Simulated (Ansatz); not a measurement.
An input for the plane-wave PAW code Ansatz:

```yaml
crystal:
  lattice:
    - [4.0952067791, 0.0, 0.0]
    - [-2.0476033896, 3.5465531044, 0.0]
    - [0.0, 0.0, 3.9788523222]
  atoms:
    - { symbol: Gd, position: [0.6666666667, 0.3333333333, 0.0], spin: 7.73 }
    - { symbol: Ge, position: [0.3333333333, 0.6666666667, 0.5] }
    - { symbol: Zn, position: [0.0, 0.0, 0.5] }
basis:
  ecutwfc: 420
  ecutrho_ratio: 4
kpoints:
  mp_grid: { grid: [8, 8, 8] }
hamiltonian:
  xc: pbesol
scf:
  occupations: { method: gaussian, width: 0.05 }
output:
  forces: true
  stress: true
  eigenvalues: true
  populations: true
magnetization:
  spin_polarized: true
relax:
  f_tol: 0.01
  max_steps: 40
  cell: { stress_tol: 0.1, fix: [volume] }
```

The chain of runs began from a structure of the Materials Project database, expanded in volume; all values here are this work's own. Such entries can be computed or ordered models and not known phases.

Question: Predict the main results.

Answer: Energy lowered by 0.2 meV/atom, pressure 3.7 GPa, gap on the mesh zero (metallic), site spin moments Gd 7.02 μB (PBEsol, scalar-relativistic).

The output:

```
Gd: projections on atomic orbitals take those of the free atom [Kr 4d10] 4f7 5s2 5p6 5d1 6s2, of charge +0.00 (hamiltonian.pseudopotentials.projection_atoms); the dataset's partial waves leave at most 2.5e-4 of an orbital's norm unspanned inside its sphere
Pseudopotentials: kind: paw
Pseudopotential: Gd, paw, valence charge 18, recommended cutoff 420 eV (normal), Gd.paw.azcp
Pseudopotential: Ge, paw, valence charge 14, recommended cutoff 420 eV (normal), Ge.paw.azcp
Pseudopotential: Zn, paw, valence charge 12, recommended cutoff 420 eV (normal), Zn.paw.azcp
Crystal: 3 atoms, lattice volume = 57.788 Å³
Basis set: ecut = 420 eV, 1117 PW (Γ), exchange–correlation on 60×60×54 points (8 copies of the dense FFT grid, shifted against one another)
Bands: 32, of which v1, the nominal top of the filled ones, is band 22 counted from 1 (21 counted from 0)
Symmetry: 12 space group operations
Space group: P-6m2 (ITA 187), of the structure as read, at distance tolerance 3.9e-5 Å
Magnetic group: BNS 187.209 (UNI 1439), of the structure as read, at distance tolerance 3.9e-5 Å
k-points: 50 of 512 (time reversal used)
Initial density: superposition of atomic densities (chi_scale 0.1, normalization cell, long waves kept (reshape's long-wave potential 0.00 eV rms))
Starting moments: Σ|m| = 7.73 μB on 1 of 3 sites
Initial wavefunctions: pseudopotential atomic-orbital guess
Functional: x = pbesol(κ = 0.804, μ = 0.12346), c = pbesol(β = 0.046)
```

SCF trace (energy estimate counted from the last row; the run made several SCF loops, for ionic steps, more bands or searches for a lower state, numbered loop.iteration):
```
iteration  ΔE (eV)  density residual (eV)  M (μB)
      1.1   -0.964                 4.44e0   7.082
      1.2   -0.112                 1.00e0   7.067
      1.3    0.091                3.84e-1   7.055
      1.4    0.092                3.32e-2   7.072
      1.5    0.041                3.60e-2   7.106
      1.6  7.8e-05                2.93e-3   7.157
      1.7  1.4e-03                8.63e-4   7.154
      1.8  4.4e-04                1.85e-4   7.151
      1.9  4.7e-04                8.88e-6   7.154
     1.10  4.7e-04                2.21e-6   7.154
     1.11  4.7e-04                7.21e-7   7.155
     1.12  4.7e-04                1.13e-7   7.155
     1.13  4.7e-04                1.34e-8   7.155
        …        …                      …       …
      3.3    0.000                3.29e-9   7.159
      3.4    0.000                2.07e-9   7.159
      3.5    0.000               4.16e-10   7.159
      3.6    0.000               8.38e-11   7.159
```

```
SCF converged after 6 iterations
Magnetization: 7.1589 μB (25.5794 up, 18.4206 down)
Absolute magnetization: 7.2457 μB (∫|ρ↑−ρ↓|, with the PAW one-centre terms)
Per-site moments (μB) at R_I (Å): [(7.02276, 1.27407), (-0.02410, 0.97706), (0.00120, 0.97706)]
Free energy (F): -16764.438912 eV
E sigma→0 (E₀):  -16764.437756 eV
Entropy (-TS):   -0.002310 eV (-0.770 meV/atom)
Fermi energy:    13.347495 eV
--- Forces (eV/Å), atoms counted from 1 ---
  atom   1  Gd     0.00000000     0.00000000     0.00000000
  atom   2  Ge     0.00000000     0.00000000     0.00000000
  atom   3  Zn     0.00000000     0.00000000     0.00000000
--- Stress (GPa, compression-positive) ---
        3.678956       0.000000       0.000000
        0.000000       3.678956       0.000000
        0.000000       0.000000       3.630565
  P = ⅓ Tr σ = 3.6628 GPa (36.628 kbar)
--- Band table (eV; the first three rows and the last of 100) ---
  k-point 0 ↑: bands = ["-31.4708", "-10.6830", "-10.6830", "-10.6208", "-10.6208", "-10.6204", "-8.9160", "-8.8089", "-8.8089", "2.4741", "5.5673", "5.5673", "5.9087", "5.9109", "5.9109", "8.9290", "8.9298", "8.9523", "8.9523", "8.9821", "8.9821", "9.0077", "12.1177", "12.1177", "12.8091", "13.3462", "14.5830", "16.4617", "16.4617", "17.5333", "17.5333", "19.0388"]
  k-point 1 ↑: bands = ["-31.4698", "-10.6822", "-10.6822", "-10.6220", "-10.6220", "-10.6196", "-8.9489", "-8.8059", "-8.8059", "2.6147", "5.5606", "5.5606", "5.9084", "5.9084", "5.9391", "8.9207", "8.9298", "8.9567", "8.9567", "8.9712", "8.9712", "9.0078", "11.7435", "12.2762", "12.2762", "13.9404", "14.9337", "15.6128", "15.6128", "18.0805", "18.0805", "19.1048"]
  k-point 2 ↑: bands = ["-31.4674", "-10.6802", "-10.6802", "-10.6251", "-10.6251", "-10.6179", "-9.0270", "-8.7986", "-8.7986", "2.9813", "5.5457", "5.5457", "5.9010", "5.9010", "6.0313", "8.8955", "8.9319", "8.9457", "8.9457", "8.9689", "8.9689", "9.0080", "10.3030", "12.7293", "12.7293", "14.7022", "14.7022", "14.7558", "15.5715", "17.0906", "17.0906", "20.0739"]
  k-point 49 ↓: bands = ["-28.3826", "-10.6873", "-10.6813", "-10.6383", "-10.6302", "-10.6167", "-6.8640", "-6.7116", "-6.6414", "4.2475", "5.7828", "5.8526", "5.8653", "5.8959", "6.4707", "7.8814", "10.8432", "11.5515", "12.8820", "14.0579", "14.0824", "14.0944", "14.1347", "14.1584", "14.1752", "14.1958", "17.5008", "17.5322", "18.9936", "19.2302", "19.2493", "20.3060"]
--- Relaxed structure (2 steps of the walk, 2 accepted, 1 SCFs on fresh bases) ---
  F+E_penalty+E_count = -16764.43891160 eV   max|allowed force component| = 2.405e-16 eV/Å   (the final SCF, on the basis selected at the relaxed cell)
  cell:  # Å, volume = 57.7883 Å³
    - [4.10258, 0.00000, 0.0]
    - [-2.05129, 3.55294, 0.0]
    - [0.0, 0.0, 3.96456]
  atoms:
    - { symbol: Gd, position: [0.66667, 0.33333, 0.0] }
    - { symbol: Ge, position: [0.33333, 0.66667, 0.50000] }
    - { symbol: Zn, position: [0.00000, 0.00000, 0.50000] }
--- Löwdin populations: 3 sites ---
  site symbol       q [e]    m [muB]
     0     Gd     18.0914     7.2218
     1     Ge     14.9584    -0.0628
     2     Zn     10.6604    -0.0031
```

Without a U the 4f levels of Gd lie too near the Fermi level, so their share of the states there, and what hangs on it, is overstated. No spin–orbit coupling, a notable omission for heavy elements. Site moments are of spin, integrated over atomic spheres. No antiparallel order was tried.
